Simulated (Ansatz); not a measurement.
**PbO (P4/nmm): gap against strain (isotropic on every length)**

PbO (started from an entry of an open crystallographic database), relaxed with r2SCAN+rVV10 in Ansatz, then strained (isotropic on every length; changes of length per length, axes as in the cell below) with the atoms relaxed again within the symmetry that is left. Space group P4/nmm (No. 129), tetragonal; a = 3.980 Å, c = 5.001 Å in the conventional setting, 19.81 Å³ an atom. Around Pb lie 4 O at 2.32 Å; around O lie 4 Pb at 2.32 Å. (Simulation; spin polarisation is off.)

```
CELL_PARAMETERS angstrom
3.98040 0.00000 0.00000
0.00000 3.98040 0.00000
0.00000 0.00000 5.00091
ATOMIC_POSITIONS crystal
Pb 0.00000 0.50000 0.23663
Pb 0.50000 0.00000 0.76337
O 0.00000 0.00000 0.00000
O 0.50000 0.50000 0.00000
```

Gaps are the least over each mesh (HSE06 4×4×4 when unstrained) and the special points, which keep their unstrained names.

| strain (%) | gap, HSE06 (eV) | edges, HSE06 |
| --- | --- | --- |
| -2.74 | 1.270 | Γ → M |
| -1.17 | 1.635 | Γ → M |
| 0.0 | 1.887 | Γ → M |

Task: Estimate the row for a strain of +3.79 %.

Result:

| strain (%) | gap, HSE06 (eV) | edges, HSE06 |
| --- | --- | --- |
| +3.79 | 2.511 | (-1/8, 0.115, 0) → Z |

Between zero and the nearest strains the slope of the HSE06 gap against strain is +0.215 eV per percent for negative and +0.165 for positive strain.

Spin-orbit coupling is left out; in compounds of Pb, Bi, Tl or Hg it can lower a gap by up to about 1 eV, split its edges or invert the bands.

The meshes of the hybrids are coarse, so their gaps aren't converged to the digits shown.
